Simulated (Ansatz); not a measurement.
Cu Kα1 powder pattern (kinematic, no thermal factors).
| 2θ (°) | relative intensity |
| --- | --- |
| 14.32 | 1 |
| 20.30 | 1 |
| 21.55 | 3 |
| 24.93 | 37 |
| 28.86 | 87 |
| 28.86 | 43 |
| 29.77 | 2 |
| 36.30 | 1 |
| 41.27 | 100 |
| 47.02 | 1 |
| 48.82 | 20 |
| 51.15 | 36 |
| 59.79 | 17 |
| 65.80 | 9 |
| 67.73 | 16 |
| 67.73 | 31 |
| 75.24 | 23 |
| 75.25 | 12 |
| 80.70 | 5 |
| 80.70 | 2 |
| 89.64 | 4 |
| 89.64 | 8 |

The pattern is computed from a structure relaxed with DFT PBE, scalar-relativistic, plane waves, PAW (Ansatz 0.2.0). No spin polarisation. Its elements are Pb, Se, Sn.

Problem. Give the structure.

Solution. SnPb3Se4.
Space group P4/mmm (No. 123). a = 4.371 Å, b = 4.371 Å, c = 12.363 Å, α = 90.00°, β = 90.00°, γ = 90.00°
```csv
atom,site,symmetry,x,y,z
Sn,1c,4/mmm,0.5000,0.5000,0.0000
Pb,2g,4mm,0.0000,0.0000,0.7513
Pb,1d,4/mmm,0.5000,0.5000,0.5000
Se,1a,4/mmm,0.0000,0.0000,0.0000
Se,2h,4mm,0.5000,0.5000,0.2460
Se,1b,4/mmm,0.0000,0.0000,0.5000
```

A pattern alone doesn't exclude other cells with like lines; this is the one computed.

The structure comes from a generated guess; another structure or a mixture of phases may lie lower.
